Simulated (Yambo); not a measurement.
Optical response of BeSe at +1 % isotropic strain

```
BeSe
1.0
    0.00000     2.59078     2.59078
    2.59078     0.00000     2.59078
    2.59078     2.59078     0.00000
Be Se
1 1
Direct
  0.00000   0.00000   0.00000
  0.75000   0.75000   0.75000
```

Yambo, RPA with local fields on PBE bands; 18×18×18 mesh, 33 bands, 4 Ry local-field block, 0.2 eV broadening; field along x.

```
E (eV)  Im ε   Re ε  Im ε, independent particles
------  ----  -----  ---------------------------
0.0     0.00   5.62                         0.00
0.5     0.02   5.65                         0.03
1.0     0.04   5.72                         0.06
1.5     0.07   5.86                         0.09
2.0     0.10   6.08                         0.13
2.5     0.15   6.39                         0.19
3.0     0.22   6.84                         0.28
3.5     0.34   7.52                         0.45
4.0     0.64   8.63                         0.83
4.5     1.75   10.4                         2.25
5.0     4.47   12.0                         6.17
5.5     9.57   11.4                         13.7
6.0     13.4   8.17                         18.5
6.5     12.9  -0.25                         14.6
7.0     9.53   0.65                         12.1
7.5     8.63  -2.70                         9.12
8.0     6.80  -2.50                         7.17
8.5     5.23  -2.38                         5.28
9.0     4.55  -2.47                         4.28
9.5     3.10  -2.33                         2.89
10.0    2.61  -1.83                         2.45
10.5    2.42  -1.65                         2.21
11.0    1.99  -1.40                         1.87
11.5    1.76  -1.10                         1.68
12.0    1.65  -1.10                         1.50
12.5    1.44  -0.99                         1.28
13.0    1.28  -0.79                         1.15
13.5    1.14  -0.80                         0.97
14.0    0.97  -0.65                         0.83
14.5    0.83  -0.60                         0.71
15.0    0.74  -0.41                         0.68
15.5    0.68  -0.32                         0.63
16.0    0.63  -0.26                         0.57
16.5    0.55  -0.15                         0.52
17.0    0.55  -0.08                         0.51
17.5    0.50  -0.02                         0.46
18.0    0.47   0.04                         0.44
18.5    0.49   0.08                         0.43
19.0    0.44   0.07                         0.35
19.5    0.38   0.11                         0.29
20.0    0.38   0.16                         0.27
```

Structure narrower than a few tenths of an eV can come from the finite k mesh. Convergence of the RPA response with its 18×18×18 mesh was not tested. No excitonic effects at this level.

Spin-orbit coupling is not included.

Geometry strained from the cell relaxed with PBEsol, atoms relaxed again.

The potentials are those of PseudoDojo's stringent table.
